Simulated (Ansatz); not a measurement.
Starting cell, Mo (bcc, W type):

```
Mo
1.0
   -3.15088     3.15088     3.15088
    1.57544    -1.57544     1.57544
    1.57544     1.57544    -1.57544
Mo
2
Cartesian
  0.00000   0.00000   0.00000
 -1.57544   1.57544   1.57544
```

The atoms are displaced by Q × the pattern below (from a DFPT mode at N = (0.5, 0.0, 0.0), largest move 1; Q in Å), at fixed cell. (q is in reciprocal vectors of the primitive cell; the cell shown is doubled to hold the pattern.)

```csv
atom,x,y,z
Mo1,0.000,0.707,-0.707
Mo2,0.000,-0.707,0.707
```

The numbers are results of r2SCAN (plane waves to 500 eV, PAW, scalar-relativistic; Ansatz, an electronic-structure program), not measurements. k mesh 21×21×21 (Γ-centred), Fermi-Dirac smearing 0.05 eV. E stands for the smeared free energy. Compression counts positive. With partly filled bands, energies and forces of such displacements shift with the k mesh and the smearing. Mo is run without spin polarisation. Mo was relaxed with its symmetry unable to fall. The PAW data are Ansatz's earlier set. ΔE is measured from the undisplaced structure.

```json
[
 {"Q (Å)": "-0.180", "ΔE (meV/cell)": "402", "P (GPa)": "2.1", "−dE/dQ from forces (eV/Å)": "3.724"},
 {"Q (Å)": "-0.150", "ΔE (meV/cell)": "293", "P (GPa)": "1.6", "−dE/dQ from forces (eV/Å)": "3.490"},
 {"Q (Å)": "-0.120", "ΔE (meV/cell)": "195", "P (GPa)": "1.1", "−dE/dQ from forces (eV/Å)": "3.045"},
 {"Q (Å)": "-0.090", "ΔE (meV/cell)": "113", "P (GPa)": "0.6", "−dE/dQ from forces (eV/Å)": "2.417"},
 {"Q (Å)": "-0.060", "ΔE (meV/cell)": "51", "P (GPa)": "0.3", "−dE/dQ from forces (eV/Å)": "1.673"},
 {"Q (Å)": "-0.030", "ΔE (meV/cell)": "13", "P (GPa)": "0.1", "−dE/dQ from forces (eV/Å)": "0.857"},
 {"Q (Å)": "0.000", "ΔE (meV/cell)": "0", "P (GPa)": "0.0", "−dE/dQ from forces (eV/Å)": "0.000"},
 {"Q (Å)": "0.030", "ΔE (meV/cell)": "13", "P (GPa)": "0.1", "−dE/dQ from forces (eV/Å)": "-0.857"},
 {"Q (Å)": "0.060", "ΔE (meV/cell)": "51", "P (GPa)": "0.3", "−dE/dQ from forces (eV/Å)": "-1.673"},
 {"Q (Å)": "0.090", "ΔE (meV/cell)": "113", "P (GPa)": "0.6", "−dE/dQ from forces (eV/Å)": "-2.417"},
 {"Q (Å)": "0.120", "ΔE (meV/cell)": "195", "P (GPa)": "1.1", "−dE/dQ from forces (eV/Å)": "-3.045"},
 {"Q (Å)": "0.150", "ΔE (meV/cell)": "293", "P (GPa)": "1.6", "−dE/dQ from forces (eV/Å)": "-3.490"},
 {"Q (Å)": "0.180", "ΔE (meV/cell)": "402", "P (GPa)": "2.1", "−dE/dQ from forces (eV/Å)": "-3.724"}
]
```

Derived quantities:

- Energy at Q = 0.180 Å: 402 meV/cell
- Space group of the distorted cell: Cmcm (No. 63), lowered from Im-3m
- Symmetry of the curve: even: the same for both signs
- Shape of the curve: a single well with its minimum at or next to zero displacement
- Harmonic wavenumber from the curvature (finite differences): 202 cm⁻¹
- Wavenumber by perturbation theory (DFPT, on another k mesh): 206 cm⁻¹

The 13 points together took roughly 14 core-minutes.

(A displaced cell: forces are minus the slopes of the energy, force constants its curvatures, and phonons follow from these.)
